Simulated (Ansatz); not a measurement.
Te (diamond, space group No. 227) under volume change, the program Ansatz at the PBEsol level (PAW), scaled uniformly.

```tsv
V (Å³/atom)	E − E(relaxed) (meV/atom)	P (GPa)
39.969	?	?
41.286	17.1	2.20
42.604	4.0	1.01
43.922	0.0	0.00
45.239	3.6	-0.84
46.557	13.5	-1.55
47.875	?	?
```

Question: Some entries are withheld; supply them.

Answer: 
- 47.875, E − E(relaxed) (meV/atom): 28.7
- 47.875, P (GPa): -2.15
- 39.969, E − E(relaxed) (meV/atom): 40.8
- 39.969, P (GPa): 3.60

Question: What does a third-order Birch–Murnaghan fit give for V₀, B₀ and B′?

Answer: V₀ = 43.93 Å³/atom, B₀ = 30.6 GPa, B′ = 4.7.

Space group Fd-3m (diamond). The start of the workflow was typed in or built on a structure type; neither database checked (COD, Materials Project) lists it. It is not the phase usual at ambient conditions (space group No. 152). Symmetry was held in the PBEsol relaxation; its stability against distortions is not shown here. Scalar-relativistic: spin–orbit coupling is off unless named, which matters more the heavier the elements.

Potentials: the earlier of the program's two PAW sets.
